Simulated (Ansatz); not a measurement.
## Bi under compression and expansion

```cif
data_structure
_symmetry_space_group_name_H-M 'R-3m:H'
_symmetry_Int_Tables_number 166
_cell_length_a 4.5460
_cell_length_b 4.5460
_cell_length_c 11.8620
_cell_angle_alpha 90.000
_cell_angle_beta 90.000
_cell_angle_gamma 120.000
_cell_volume 212.30
loop_
_atom_site_label
_atom_site_type_symbol
_atom_site_symmetry_multiplicity
_atom_site_Wyckoff_symbol
_atom_site_fract_x
_atom_site_fract_y
_atom_site_fract_z
_atom_site_occupancy
Bi1 Bi 6 c 0.00000 0.00000 0.23389 1
```

The runs use the primitive cell with vectors (2.273, 1.312, 3.954), (-2.273, 1.312, 3.954), (0.000, -2.625, 3.954) Å, to which the k mesh refers.

Structure: COD 9009658, as refined from experiment and not relaxed.

Spin–orbit coupling is left out, though it moves levels of the heavy atoms by tenths of an eV or more.

Methods: DFT, LDA, all-electron LAPW, scalar-relativistic (Ansatz 0.2.0); DFT, LDA, PAW with Ansatz's default frozen-core files, scalar-relativistic (Ansatz 0.2.0).

For LAPW: a Γ-centred 11×11×11 k mesh, Fermi–Dirac smearing of 0.03 eV, basis error target 0.25 meV/atom, no spin polarisation. PAW takes a cutoff of 420 eV at this cell (files made with PBE, cores remade for this functional). The Ansatz runs share mesh, smearing and spin set-up. Plane-wave (PAW) pressures include the program's estimate of the Pulay term.

The cell above is scaled evenly, with fractional coordinates and shape held.

Task: Estimate the equilibrium volume and bulk modulus that full-potential LAPW gives for this fixed shape.

Result: V0 = 34.07 Å³/atom, B0 = 53 GPa, B0′ = 4.7, from a third-order Birch–Murnaghan fit to these pressures:
```csv
V/V(cell),V (Å³/atom),"P, LAPW (GPa)","P, PAW (GPa)","free energy over the lowest listed, PAW (meV/atom)"
0.9400,33.260,1.34,1.32,3.2
0.9600,33.968,0.16,0.14,0.0
0.9800,34.675,-0.89,-0.91,1.8
0.9900,35.029,-1.37,-1.39,4.3
1.0000,35.383,-1.83,-1.85,7.9
1.0100,35.737,-2.25,-2.27,12.4
1.0200,36.091,-2.66,-2.68,17.9
1.0400,36.798,-3.40,-3.41,31.4
1.0600,37.506,-4.05,-4.07,47.9
```

PAW's V0 lies -0.04 % from the all-electron value and its B0 0.1 %. With shape and internal coordinates held, B0 is an upper bound to the relaxed modulus.
